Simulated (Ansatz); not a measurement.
# Bond compression in Ta (hcp type)

```
Ta
1.0
     2.96696    0.00000    0.00000
    -1.48348    2.56946    0.00000
     0.00000    0.00000    4.80647
Ta
2
Direct
  0.33333 0.66667 0.25000
  0.66667 0.33333 0.75000
```

The cell is a prototype at a set volume, not relaxed; it needn't be the stable phase.

Its shortest bond, of 2.951 Å between atom 1 (Ta) and the nearest image of atom 2 (Ta), is scaled by moving both atoms along it, with the cell held. The force apart is half the difference of the two atoms' forces along the bond; it holds the pull and push of their other neighbours too.

Level of theory: DFT with LDA, scalar-relativistic, in Ansatz 0.2.0; a Γ-centred 12×12×6 k mesh, Fermi–Dirac smearing of 0.05 eV, no spin polarisation. LAPW: all electrons, basis error target 1 meV/atom; PAW: frozen-core files, cutoff 420 eV; PAW (partial waves polarizable): frozen-core files, cutoff 420 eV.

Energies are extrapolated to zero smearing and count from the unscaled cell; pressure is positive in compression; gaps take the mesh and a band path. No temperature or zero-point motion is included.

Spin–orbit coupling is left out, which matters for the heavy atoms. The PAW files were made under PBE.

| bond (Å) | force apart (eV/Å) | P LAPW (GPa) | ΔE LAPW (eV/atom) | P PAW − LAPW (GPa) | ΔE PAW − LAPW (meV/atom) | force PAW − LAPW (eV/Å) |
| --- | --- | --- | --- | --- | --- | --- |
| 2.951 | 0.00 | -7.40 | 0.000 | 0.06 | 0.0 | 0.000 |
| 2.597 | 2.28 | -0.32 | ? | 0.15 | 0.6 | 0.011 |
| 2.420 | 3.55 | 7.91 | 0.464 | 0.27 | 2.1 | 0.027 |
| 2.243 | 5.84 | 19.85 | 0.867 | 0.47 | 5.8 | 0.059 |
| 2.066 | 10.26 | 36.8 | ? | 0.66 | 12.4 | 0.088 |

(1) Fill in "ΔE LAPW (eV/atom)" for the row "2.066".

(2) Fill in "ΔE LAPW (eV/atom)" for the row "2.597".

(3) At the last bond length, how far does PAW (partial waves polarizable) lie from LAPW in pressure and in the largest force component?

(4) How do the Löwdin populations by LAPW change from the unscaled cell to the last row, on the two atoms of the bond?

## Answers

(1) 1.561.

(2) 0.211.

(3) PAW (partial waves polarizable): +0.65 GPa, 0.090 eV/Å, on a LAPW pressure of 36.8 GPa.

(4) Ta1 6s 0.86 → 0.80, Ta1 5p 5.98 → 5.94, Ta1 5d 4.13 → 4.28, Ta2 6s 0.86 → 0.80, Ta2 5p 5.98 → 5.94, Ta2 5d 4.13 → 4.28 electrons an atom. These are projections on the shells that the free atoms fill; 0.15 e a cell lies outside them at the start and 0.11 e at the end.
